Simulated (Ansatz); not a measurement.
**Structure relaxation of I**

These are results of Ansatz 0.2.0, DFT r2SCAN, scalar-relativistic, plane waves, PAW, not measurements. Cutoff 500 eV, Γ-centred k mesh, Gaussian smearing, no spin polarisation in the final step.

A relaxed cell is given with its space group left out.

```
CELL_PARAMETERS angstrom
3.87042 -2.32174 0.00000
3.87042 2.32174 0.00000
0.00000 0.00000 9.83674
ATOMIC_POSITIONS crystal
I 0.84386 0.15614 0.12005
I 0.65614 0.34386 0.62005
I 0.15614 0.84386 0.87995
I 0.34386 0.65614 0.37995
```

**Question.** What space group does it have?

**Answer.** Cmce (No. 64). Conventional cell: a = 7.741 Å, b = 4.643 Å, c = 9.837 Å. Around I lie 1 I at 2.77 Å.

**Question.** Is it a metal?

**Answer.** No, the gap on the 8×8×4 mesh is 1.26 eV.

The final run used a 8×8×4 mesh on its 4-atom cell and 0.02 eV smearing. Weakly bound directions are ill-defined at this level, which has no dispersion term. Spin–orbit coupling is left out.